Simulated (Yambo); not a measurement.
```
CELL_PARAMETERS angstrom
      3.07615     0.00000     0.00000
     -1.53808     2.66402     0.00000
      0.00000     0.00000     5.04822
ATOMIC_POSITIONS crystal
  C  0.33333 0.66667 0.87540
  C  0.66667 0.33333 0.37540
  Si 0.33333 0.66667 0.49960
  Si 0.66667 0.33333 0.99960
```

SiC (2H, space group P6_3mc, No. 186): mean Im ε in 1 eV windows above the direct gap of 4.91 eV, for different electron-hole kernels (Yambo, broadening 0.15 eV, PBEsol (pw.x of Quantum ESPRESSO, ONCV potentials, no spin-orbit coupling) bands; 9×9×6 mesh, 5 valence and 5 conduction bands, static screening with 23 bands and a 4 Ry block, scissor 1.02 eV, Tamm-Dancoff; field along x).

| window (eV) | independent quasiparticles | BSE |
|---|---|---|
| 4.9 to 5.9 | 1.1 | 4.7 |
| 5.9 to 6.9 | 7.1 | 23 |
| 6.9 to 7.9 | 17 | 13 |
| 7.9 to 8.9 | 12 | 10 |

This run doesn't resolve bound excitons or single peaks, so only averages are given, and they too depend on the mesh; weight that the attraction moves below the gap isn't listed. All transitions below 9.01 eV are in the band window. The scissor comes from a G0W0 run whose convergence isn't established.

Geometry relaxed with PBEsol.
